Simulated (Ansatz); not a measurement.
Level of theory: Ansatz 0.2.0, DFT PBE, scalar-relativistic, plane waves, PAW. Several structures of WCl2F4 from a search were relaxed, and the powder pattern of one of them was computed from 10° to 70° in 2θ (λ = 1.5406 Å).

Cu Kα1 powder pattern (kinematic, no thermal factors).
```json
{"2θ (°)": "16.95", "relative intensity": "100"}
{"2θ (°)": "17.47", "relative intensity": "19"}
{"2θ (°)": "20.58", "relative intensity": "50"}
{"2θ (°)": "27.12", "relative intensity": "10"}
{"2θ (°)": "29.26", "relative intensity": "10"}
{"2θ (°)": "30.20", "relative intensity": "16"}
{"2θ (°)": "34.01", "relative intensity": "26"}
{"2θ (°)": "35.37", "relative intensity": "9"}
{"2θ (°)": "41.27", "relative intensity": "14"}
{"2θ (°)": "41.86", "relative intensity": "12"}
{"2θ (°)": "42.55", "relative intensity": "9"}
{"2θ (°)": "45.46", "relative intensity": "4"}
{"2θ (°)": "45.68", "relative intensity": "6"}
{"2θ (°)": "46.54", "relative intensity": "5"}
{"2θ (°)": "47.08", "relative intensity": "10"}
{"2θ (°)": "47.18", "relative intensity": "10"}
{"2θ (°)": "50.59", "relative intensity": "4"}
{"2θ (°)": "52.47", "relative intensity": "2"}
{"2θ (°)": "54.21", "relative intensity": "1"}
{"2θ (°)": "54.98", "relative intensity": "11"}
{"2θ (°)": "55.92", "relative intensity": "9"}
{"2θ (°)": "56.48", "relative intensity": "9"}
{"2θ (°)": "58.60", "relative intensity": "2"}
{"2θ (°)": "60.23", "relative intensity": "8"}
{"2θ (°)": "60.68", "relative intensity": "3"}
{"2θ (°)": "61.21", "relative intensity": "6"}
{"2θ (°)": "63.50", "relative intensity": "6"}
{"2θ (°)": "63.67", "relative intensity": "2"}
{"2θ (°)": "64.80", "relative intensity": "2"}
{"2θ (°)": "64.88", "relative intensity": "2"}
{"2θ (°)": "66.24", "relative intensity": "1"}
{"2θ (°)": "67.68", "relative intensity": "1"}
{"2θ (°)": "68.77", "relative intensity": "2"}
{"2θ (°)": "69.27", "relative intensity": "3"}
```

Question: Which structure gives it?
1.

```
W Cl F
1.0
     6.03357    0.00000    0.00000
     2.92550    5.47601    0.00000
     2.41829    1.79751    5.62215
W Cl F
1 2 4
Direct
  0.00000 0.00000 0.00000
  0.24354 0.66838 0.26051
  0.75646 0.33162 0.73949
  0.29350 0.06572 0.79722
  0.94120 0.22416 0.15410
  0.05881 0.77584 0.84590
  0.70650 0.93428 0.20278
```

2.

```
W Cl F
1.0
    -3.04978    3.04978    5.07167
     3.04978   -3.04978    5.07167
     3.04978    3.04978   -5.07167
W Cl F
1 2 4
Direct
  0.00000 0.00000 0.00000
  0.77422 0.77422 0.00000
  0.22578 0.22578 0.00000
  0.78417 0.21583 0.00000
  0.21583 0.78417 0.00000
  0.21583 0.21583 0.43167
  0.78417 0.78417 0.56833
```

3.

```
W Cl F
1.0
    -3.89913    3.97994    3.37235
     3.89913   -3.97994    3.37235
     3.89913    3.97994   -3.37235
W Cl F
1 2 4
Cartesian
  0.0000 0.0000 0.0572
  0.0000 1.6556 1.6176
  3.8991 2.3244 -1.7548
  3.8991 2.6955 2.0672
  0.0000 1.2844 5.4396
  2.0390 3.9799 3.3618
  -2.0390 3.9799 3.3618
```

Answer: 2. Its strongest line, at 2θ = 16.95°, has d = λ/(2 sin θ) = 5.227 Å and is the (1 0 1) reflection of the conventional I4/mmm cell with a = 6.100 Å, c = 10.143 Å. The others have their strongest lines at 15.8° (P-1); 15.9° (Imm2). In energy it is level with the lowest of those shown within the noise.

These are computed cells and needn't be stable.
